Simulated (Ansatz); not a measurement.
**SiO$_{2}$: zone-centre modes**

Level of theory: DFT r2SCAN, scalar-relativistic, plane waves, PAW in Ansatz 0.2.0. Cutoff 500 eV, Γ-centred 6×6×6 k-points, Gaussian smearing of 0.05 eV. No spin polarisation.

The undisturbed cell (relaxed at this level; this form isn't the usual structure):

```
Si O
1.0
    -2.47324    2.47324    3.65636
     2.47324   -2.47324    3.65636
     2.47324    2.47324   -3.65636
Si O
2 4
Direct
  0.00000 0.00000 0.00000
  0.75000 0.25000 0.50000
  0.97317 0.62500 0.84817
  0.37500 0.22317 0.34817
  0.77683 0.12500 0.15183
  0.87500 0.02683 0.65183
```

Harmonic modes by finite displacements of 0.02 Å, without the LO–TO term.

At this geometry, is the structure stable against these modes?

Yes: no mode is imaginary beyond 10 cm⁻¹, and only the three translations lie near zero.

List the wavenumbers in cm⁻¹.

0, 0, 0, 142, 142, 336, 374, 433, 445, 466, 466, 770, 784, 784, 1080, 1090, 1090, 1130.